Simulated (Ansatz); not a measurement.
# Elastic constants of CuPt (R-3m), step by step

```
CELL_PARAMETERS angstrom
1.35843 0.78429 4.25981
-1.35843 0.78429 4.25981
0.00000 -1.56857 4.25981
ATOMIC_POSITIONS crystal
Cu 0.00000 0.00000 0.00000
Pt 0.50000 0.50000 0.50000
```

Unless marked otherwise, the numbers come from r²SCAN, PAW on Ansatz 0.2.0's default frozen-core files (fitted under PBE), scalar-relativistic. k mesh 20×20×20, strains of ±0.005, Fermi-Dirac smearing of 0.080 eV, cutoff 500 eV. The cell was relaxed by PAW under this functional. This phase needn't be the one found at ambient conditions.

The cell is trigonal and carries a residual pressure of 0.00 GPa at this level. Each strain component that symmetry leaves independent is applied at ±0.005, the ions relax wherever a strain frees them, and the stress (tension positive, GPa) is read. Shears are engineering strains, γ = 2ε.

```tsv
strain	size	σxx	σyy	σzz	σyz	σxz	σxy
xx	-0.005	-1.8719	-0.7610	-0.7483	0.1208	0.0000	0.0000
xx	+0.005	1.7722	0.7541	0.7332	-0.1183	0.0000	0.0000
zz	-0.005	-0.7510	-0.7510	-1.7007	0.0000	0.0000	0.0000
zz	+0.005	0.7308	0.7308	1.6327	0.0000	0.0000	0.0000
yz	-0.005	0.1241	-0.1160	-0.0087	-0.2994	0.0000	0.0000
yz	+0.005	-0.1149	0.1231	-0.0086	0.2910	0.0000	0.0000
```

A central difference gives one constant, for example C11 ≈ (1.7722 − (-1.8719))/(0.01) = 364.4 GPa; the program then imposes the crystal's symmetry on the whole matrix.

(1) What are the independent elastic constants?

(2) Is the crystal stable against homogeneous strain?

(3) What moduli does a random aggregate of grains have?

(4) With the density of 15.771 g/cm³, how fast does sound travel, and what Debye temperature follows?

Answers

(1) C11 = 364.4, C12 = 151.5, C13 = 148.2, C14 = -23.9, C33 = 333.3, C44 = 59.0 GPa.

(2) The least eigenvalue of the 6×6 matrix is 49.1 GPa, so yes.

(3) Voigt and Reuss bounds: B from 217.1 to 217.5 and G from 73.4 to 85.9 GPa; their means are B = 217.3 and G = 79.6 GPa. Then E = 9BG/(3B + G) = 212.9 GPa, ν = (3B − 2G)/(6B + 2G) = 0.337 and B/G = 2.73, on the ductile side of Pugh's 1.75 (a rule of thumb).

(4) 

| direction | slow (m/s) | middle (m/s) | fast (m/s) |
| --- | --- | --- | --- |
| x | 1764 | 2717 | 4807 |
| y | 1904 | 2598 | 4819 |
| z | 1935 | 1935 | 4597 |

The mean of v⁻³ over directions and branches gives v_m = 2493 m/s and θ_D = (ħ/k_B) v_m (6π²n)^(1/3) = 311 K, n being atoms per volume. Young's modulus spans 139 to 292 GPa over directions, and the universal anisotropy index is 0.85.

Keep in mind: frozen-core PAW files fitted under PBE, their cores solved anew for the functional of the run; responses of metals move with mesh and smearing; no spin-orbit coupling on heavy atoms; the softest shear constant rests on one k mesh, and a soft shear can herald a distortion on cooling; elastic stability says nothing of phonons or of other phases.
